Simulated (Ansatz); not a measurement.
NaWO3 (Pm-3m): electronic heat capacity and spin susceptibility from the density of states

Method: DFT r2SCAN, scalar-relativistic, plane waves, PAW in Ansatz.

Plane waves to 500 eV, a k mesh through Γ of 10×10×10 on the computed 5-atom cell and Gaussian smearing (0.10 eV); no spin polarisation.

Relaxed cell: Pm-3m, a = 3.877 Å, b = 3.877 Å, c = 3.877 Å, α = 90.00°, β = 90.00°, γ = 90.00°, 5 atoms in the primitive cell. Whether it is the stable form of this composition wasn't checked.

The density of states at the Fermi level is 0.948 states/eV in the cell of 5 atoms (1 formula unit; both spins, tetrahedra on a 15×15×15 mesh).

Problem. What Sommerfeld coefficient and Pauli susceptibility does this give?

Solution. Per formula unit N(E_F) = 0.948 states/eV. γ = (π²/3) k_B² N(E_F) N_A = 2.357 mJ/(mol K²) per state/eV, so γ = 2.2 mJ/(mol K²), a mole of formula units. χ_P = μ_B² N(E_F) N_A = 3.23×10⁻⁵ emu/mol per state/eV gives 3.1×10⁻⁵ emu/mol. This is the bare band result: a measured γ of the same phase is as a rule larger by a factor 1 + λ from phonons and spin fluctuations, the spin part of χ is larger by the Stoner factor, and a measured χ also holds orbital and core terms. N(E_F) at one energy is sensitive to the mesh where the density of states has sharp peaks.

Spin-orbit coupling is left out, which matters for the bands of heavy elements. Spin polarisation was left out, and a magnetic state may lie lower.

Symmetry holds off the tilts and polar distortions that many cubic perovskites undergo.